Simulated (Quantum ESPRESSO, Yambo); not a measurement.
## G0W0 results for BaO2

BaO2 is taken in the tetragonal space group I4/mmm (No. 139), Pearson symbol tI6. Conventional cell: a = 3.7713 Å, b = 3.7713 Å, c = 6.7501 Å, α = 90.00°, β = 90.00°, γ = 90.00°. O on 4e sees 1 O at 1.469 Å and 5 Ba at 2.641–2.766 Å. Ba on 2a is coordinated by 10 O at 2.641–2.766 Å. (Neighbours: up to the widest gap in distance over summed covalent radii, below 1.35, at either atom; cation-cation contacts left out.)
(The calculation used a cell of 3 atoms; values per cell refer to that cell.)

Cell and atoms were relaxed with PBEsol from Materials Project entry mp-1105, within its symmetry.

Starting point: PBEsol (pw.x of Quantum ESPRESSO, ONCV potentials, without SOC). G0W0 in Yambo: 4×4×4 Γ-centred k mesh, 94 bands and a 8 Ry block in the screening, 94 bands in G with the Bruneval-Gonze terminator, plasmon pole fitted at 27.2 eV.

The PBEsol gap along the band path is 2.07 eV and the PBEsol gap between the mesh's edge points (Z → Z) comes out as 2.07 eV. The G0W0 gap between the same points is 3.74 eV.

| k point | band | E PBEsol (eV) | E QP (eV) | shift (eV) | Z |
|---|---|---|---|---|---|
| Γ | VB | -1.21 | -2.39 | -1.18 | 0.79 |
| Γ | CB | 3.27 | 4.06 | 0.79 | 0.85 |
| X | VB | -0.26 | -1.29 | -1.03 | 0.79 |
| X | CB | 4.85 | 6.78 | 1.92 | 0.78 |
| N | VB | -0.40 | -1.42 | -1.02 | 0.79 |
| N | CB | 3.15 | 4.47 | 1.32 | 0.82 |
| P | VB | -1.27 | -2.41 | -1.14 | 0.79 |
| P | CB | 3.55 | 5.13 | 1.58 | 0.80 |
| Z | VB | 0.00 | -0.98 | -0.98 | 0.78 |
| Z | CB | 2.07 | 2.76 | 0.69 | 0.86 |

Energies count from the PBEsol valence-band maximum.

Nearest settings tried, and what they do to the gap: 60 bands in W, 60 bands in G: +42 meV; 7 Ry block (113 vectors against 131): -38 meV. Not varied: mesh. So the settings aren't converged at that level.
